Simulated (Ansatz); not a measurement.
## What DFT gives for BiRuO3

```
CELL_PARAMETERS angstrom
5.60898 0.00000 0.00000
-0.00005 3.31851 -4.58664
-2.80439 1.59997 4.58664
ATOMIC_POSITIONS crystal
Bi 0.08630 0.54186 0.73753
Bi 0.58680 0.04220 0.73790
Ru 0.30750 0.20470 0.17680
Ru 0.80550 0.70330 0.17900
O 0.01600 0.40800 0.20600
O 0.46400 0.39300 0.04100
O 0.52900 0.90300 0.06400
O 0.63300 0.40000 0.66300
O 0.98400 0.88800 0.65200
O 0.11600 0.88500 0.20400
```

Method: r2SCAN, with U_eff = 0.71 eV on Ru d (all-electron-ortho-atomic projectors), no spin polarisation; PAW, plane waves to 500 eV, 4×4×5 (shifted by 0.5, 0, 0 steps) mesh, cold occupations (width 0.2636 eV) (Ansatz 0.2.0), atoms fixed.

Contacts: Ru–O at 1.93 Å: least valence density 0.91 e/Å³ and ELF 0.22 there. Bi–O at 2.25 Å: least valence density 0.54 e/Å³ and ELF 0.25 there. These are pseudo-fields; inside the PAW spheres they differ from the all-electron ones.
Stress: The pressure is 3.0 GPa (compression positive), so with the atoms held at these fractions the cell would first expand; the forces are large, so a full relaxation may end otherwise. The principal stresses -0.6, 4.1, 5.4 GPa differ, so its shape would change too.
Charges: Bader charges in e: Bi +1.95, Ru +1.38 to +1.53, O -1.14. In the mean Bi gives up most and O takes most.
Forces: The largest is on Ru4: 2.19 eV/Å, components (0.12, -2.15, 0.40). It makes 110° with the line to a nearest neighbour, O10 at 1.93 Å.
At the Fermi level: It is a metal, with about 7.6 states/eV a cell as the mean within 0.25 eV of the Fermi level, mostly Ru d (67 %) and O p (25 %).

Origin: a known structure type with other elements, at an estimated volume, so it need not be a known compound. Caveats: many states at the Fermi level without spin polarisation, so a magnetic state may lie lower; the Fermi level lies in a narrow band between gaps, which spin or distortion may split; the k mesh is coarse if the cell is a metal; a Hubbard term without moments, so a magnetic state may lie lower; atoms or cell far from equilibrium; wide smearing.
